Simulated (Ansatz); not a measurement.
One crystal and one scan (frozen-phonon scan) at two levels, PBE (plane waves to 420 eV, PAW, scalar-relativistic; Ansatz, a program for electronic structure) and r2SCAN (plane waves to 500 eV, PAW, scalar-relativistic; Ansatz), each from its own relaxed cell and on its own mesh. The cell shown is that of PBE.

Relaxed BN (zinc blende):

```xyz
4
Lattice="0.0000 3.6241 3.6241 1.8120 0.0000 1.8120 1.8120 1.8120 0.0000" Properties=species:S:1:pos:R:3 pbc="T T T"
N      2.7181     2.7181     2.7181
N      2.7181     4.5301     4.5301
B      0.0000     0.0000     0.0000
B      0.0000     1.8120     1.8120
```

The atoms are displaced by Q × the pattern below (from a DFPT mode at L = (0.5, 0.0, 0.0), largest move 1; Q in Å), at fixed cell. It is one choice among 2 degenerate patterns. (q is in reciprocal vectors of the primitive cell; the cell shown is doubled to hold the pattern.)

| atom | x | y | z |
|---|---|---|---|
| N1 | 0.215 | -0.392 | 0.607 |
| N2 | -0.215 | 0.392 | -0.607 |
| B3 | 0.285 | -0.520 | 0.805 |
| B4 | -0.285 | 0.520 | -0.805 |

BN was relaxed with its symmetry unable to fall. The PAW data are Ansatz's earlier set. Percentages come from the unrounded values. Both scans cover Q from -0.100 to 0.100 Å.

Results of PBE:

| Property | Value |
|---|---|
| Lattice constant a (Å) | 3.624 |
| Energy at Q = 0.100 Å (meV/cell) | 642 |
| Harmonic wavenumber from the curvature (finite differences) (cm⁻¹ (negative: imaginary)) | 964 |
| Space group of the distorted cell | P1 (No. 1), lowered from F-43m |
| Symmetry of the curve | even: the same for both signs |
| Shape of the curve | a single well with its minimum at or next to zero displacement |

Q: Estimate the r2SCAN values.

A: 
| quantity | r2SCAN | PBE − r2SCAN |
|---|---|---|
| Lattice constant a (Å) | 3.609 | +0.015 (+0.4 %) |
| Energy at Q = 0.100 Å (meV/cell) | 665 | -23 (-3.4 %) |
| Harmonic wavenumber from the curvature (finite differences) (cm⁻¹ (negative: imaginary)) | 978 | -14 (-1.4 %) |

PBE gives the higher value for: lattice constant a. PBE gives the lower value for: energy at Q = 0.100 Å. They agree on: harmonic wavenumber from the curvature (within 1.5 %). Both give the same space group of the distorted cell: P1 (No. 1), lowered from F-43m.

(A displaced cell: forces are minus the slopes of the energy, force constants its curvatures, and phonons follow from these.)
